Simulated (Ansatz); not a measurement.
Two states of CuSnF$_{6}$

```yaml
crystal:
  lattice:
    - [5.53479, 0.00000, 0.00000]
    - [-2.27735, 4.60181, 0.00000]
    - [-0.23274, -3.08698, 4.29378]
  atoms:
    - { symbol: F, position: [0.74800, 0.11800, 0.87100] }
    - { symbol: F, position: [0.25200, 0.88200, 0.12900] }
    - { symbol: F, position: [0.73700, 0.87600, 0.26600] }
    - { symbol: F, position: [0.26300, 0.12400, 0.73400] }
    - { symbol: Sn, position: [0.50000, 0.00000, 0.50000] }
    - { symbol: Cu, position: [0.00000, 0.00000, 0.00000] }
    - { symbol: F, position: [0.25000, 0.49700, 0.36400] }
    - { symbol: F, position: [0.75000, 0.50300, 0.63600] }
```

Single point in Ansatz 0.2.0 with r2SCAN. Cutoff 500 eV, PAW datasets, 4×5×4 (shifted by 0.5, 0, 0.5 steps) k mesh, fermi-dirac filling (width 0.1 eV).

State A: Cu6 up (collinear spin). State B: no moments (collinear spin).

Question: Which state is lower, and how do they differ?

Answer: State A is lower by 79.4 meV an atom at zero smearing; in free energy at this smearing B lies +69.0 meV an atom from A.

```
state  free energy (meV/atom)  largest moment in a small sphere (μB)  net moment (μB/cell)  gap on mesh (eV)  pressure (GPa)  largest force (eV/Å)
    A                     0.0                                   0.81                  1.00              0.87            -0.8                  0.39
    B                    69.0                                   0.00                  0.00             metal            -0.5                  0.41
```

Origin: a database entry at a rescaled volume. Caveats: an odd or shifted mesh can miss the band edges, so this level's true gap may be smaller; no spin-orbit coupling, which can shift this gap by tenths of an eV; the input typed no starting moments; the Fermi level lies in a narrow band between gaps, which spin or distortion may split; an odd electron count with no moments left, so an order that this cell can't hold may lie lower; the k mesh is coarse if the cell is a metal.
